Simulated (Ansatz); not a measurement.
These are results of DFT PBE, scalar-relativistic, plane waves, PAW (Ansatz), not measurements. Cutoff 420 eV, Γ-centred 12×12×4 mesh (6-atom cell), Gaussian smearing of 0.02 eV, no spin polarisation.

The zero of energy is the elements' standard structures at the same level; no fitted shifts are applied. The references include black phosphorus.

Question: Give a relaxed trial structure of a trigonal semiconductor made of As, Ga and P, with a gap near 0.5 eV, a formation energy near −0.37 eV/atom and about 23 Å³ per atom, in a cell of 6 atoms.

Answer: Ga3As2P, space group P3m1 (No. 156). Ga on its first site is surrounded by 3 P at 2.43 Å and 1 As at 2.49 Å; Ga on its second site is surrounded by 1 P at 2.39 Å and 3 As at 2.47 Å; P has 4 Ga at 2.39–2.43 Å; As on its first site is surrounded by 4 Ga at 2.47–2.48 Å; 2 more sites not described.

```cif
data_structure
_symmetry_space_group_name_H-M 'P3m1'
_symmetry_Int_Tables_number 156
_cell_length_a 4.0049
_cell_length_b 4.0049
_cell_length_c 9.8152
_cell_angle_alpha 90.000
_cell_angle_beta 90.000
_cell_angle_gamma 120.000
_cell_volume 136.34
loop_
_atom_site_label
_atom_site_type_symbol
_atom_site_symmetry_multiplicity
_atom_site_Wyckoff_symbol
_atom_site_fract_x
_atom_site_fract_y
_atom_site_fract_z
_atom_site_occupancy
Ga1 Ga 1 a 0.00000 0.00000 0.99342 1
Ga2 Ga 1 b 0.33333 0.66667 0.67337 1
Ga3 Ga 1 c 0.66667 0.33333 0.33351 1
P1 P 1 b 0.33333 0.66667 0.91666 1
As1 As 1 c 0.66667 0.33333 0.58627 1
As2 As 1 a 0.00000 0.00000 0.24676 1
```

| Property | Result |
| --- | --- |
| Volume per atom | 22.72 Å³ |
| Density | 4.75 g/cm³ |
| Energy over the elements | −0.370 eV/atom |
| Gap on the 12×12×4 mesh of the 6-atom cell | 0.52 eV |

It was reached by relaxing an invented guess, and it needn't be the stable form of this composition. Other answers may fit too; this one was computed.

Kohn–Sham gaps at this level usually fall short of measured ones. The reference forms of As and P are held partly by dispersion forces, which this level lacks. A later test with randomly moved atoms came back to the same energy, though modes that don't fit the test's cell weren't probed.
